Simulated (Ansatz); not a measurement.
Stationary points along a deformation path in HfOs

Computed with DFT r2SCAN, scalar-relativistic, plane waves, PAW in Ansatz. Settings: plane waves to 500 eV, k-mesh 16×16×16 (Γ-centred), Gaussian smearing 0.15 eV. Spin–orbit coupling is left out, which can shift energies with elements as heavy as these. No spin polarisation. Energies are free energies at this smearing, counted from the undisturbed cell; pressure is positive in compression.

The undisturbed cell (as given, not relaxed at this level; it stands at 1.2 GPa, and it needn't be the usual structure):

```
Hf Os
1.0
     3.23900    0.00000    0.00000
     0.00000    3.23900    0.00000
     0.00000    0.00000    3.23900
Hf Os
1 1
Cartesian
  0.0000 0.0000 0.0000
  1.6195 1.6195 1.6195
```

At fixed volume and fractional coordinates, lengths along (0.577, 0.577, 0.577) are scaled against those across it; ρ is that ratio over its starting value. V = 16.990 Å³/atom. Δσ is the stress along the axis less the mean stress across it (compression positive).

| ρ | ΔE (meV/atom) | Δσ (GPa) | space group |
| --- | --- | --- | --- |
| 0.500 | 10366.9 | 700.79 | R-3m |
| 0.600 | 4201.6 | 312.72 | R-3m |
| 0.710 | 1532.5 | 156.03 | R-3m |
| 0.850 | 276.5 | 53.19 | R-3m |
| 1.000 | 0.0 | 0.00 | Pm-3m |
| 1.200 | 227.6 | -32.04 | R-3m |
| 1.410 | 672.3 | -42.16 | R-3m |
| 1.700 | 1148.9 | -25.14 | R-3m |
| 2.000 | 1284.6 | 0.00 | Fm-3m |

**Question.** How does the stress give the slope of the energy, and where is the energy stationary?

**Answer.** Along the path d ln(length) is 2/3 d ln ρ on the axis and −1/3 d ln ρ across it, so dE/d ln ρ = −(2/3) V Δσ: the energy falls with ρ where Δσ is positive. Δσ vanishes or changes sign at ρ = 1.000 (Pm-3m), a minimum at 0.0 meV/atom; at ρ = 2.000 (Fm-3m, an end of the scan), at 1284.6 meV/atom. Pairs of stationary points between two samples would go unseen, and could change a minimum read from distant neighbours into a maximum. At ρ = 1.000, 2.000 the cell is cubic, where symmetry alone makes the stress isotropic and the slope zero.

In a metal these slopes depend on the k mesh and the smearing.